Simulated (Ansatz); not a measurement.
BN in space group Fmm2 (No. 42; B on 4a, N on 4a), a = 2.4992 Å, b = 6.6622 Å, c = 4.3226 Å, α = 90.00°, β = 90.00°, γ = 90.00°; the cell used has 2 atoms.

Relaxed with r²SCAN+D4.

Q: Give the optical modes at the zone centre with their infrared and Raman activity from DFPT, plane-wave PAW r²SCAN+D4 (Ansatz code).

A: Transverse frequencies, without the LO–TO term; a row sums one degenerate level.

```
ω (cm⁻¹)  degeneracy  IR ((D/Å)²/amu)  Raman (Å⁴/amu)  activity  symmetry
--------  ----------  ---------------  --------------  --------  --------
774                1             2.00            0.50  IR+Raman        B2
1376               1            27.75             110  IR+Raman        A1
1377               1            27.81             100  IR+Raman        B1
```

Q: How high does the top mode go among those that the LO–TO term moves?

A: 1625 cm⁻¹ for q along x, 831 cm⁻¹ for q along y, 1623 cm⁻¹ for q along z.

The first step of the workflow began from a Materials Project structure, measured or hypothetical; the Crystallography Open Database copy checked does not list it. It is not the phase usual at ambient conditions (space group No. 186, 194, 216). Symmetry was held in the r²SCAN+D4 relaxation. At this level the phase is mechanically unstable.

Potentials: the earlier of the program's two PAW sets. The files were generated under PBE; for other functionals the program regenerates the frozen cores, and for LDA and PBEsol the local potential too.
